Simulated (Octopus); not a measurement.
KTaO₃ (Pm-3m, No. 221):
```
CELL_PARAMETERS angstrom
      3.99488     0.00000     0.00000
      0.00000     3.99488     0.00000
      0.00000     0.00000     3.99488
ATOMIC_POSITIONS crystal
  K  0.50000 0.50000 0.50000
  Ta 0.00000 0.00000 0.00000
  O  0.00000 0.50000 0.00000
  O  0.50000 0.00000 0.00000
  O  0.00000 0.00000 0.50000
```
The cell is a database entry, not relaxed again.

All numbers are Octopus results at the level LDA (grid spacing about 0.16 Å, Γ-centred 6×6×6 k-mesh, no spin polarisation; PseudoDojo 0.4 LDA potentials), not measurements. Spin-orbit coupling is left out.

All lattice vectors are scaled alike, with fixed fractional coordinates.

| lattice scale | gap between mesh points (eV) |
|---|---|
| 0.96 | 2.32 |
| 0.98 | 2.20 |
| 1.00 | 2.08 |
| 1.02 | 1.95 |
| 1.04 | 1.82 |

Q: What volume deformation potential dEg/d ln V does this gap have at the unscaled cell?

A: About -2.1 eV from a quadratic fit.
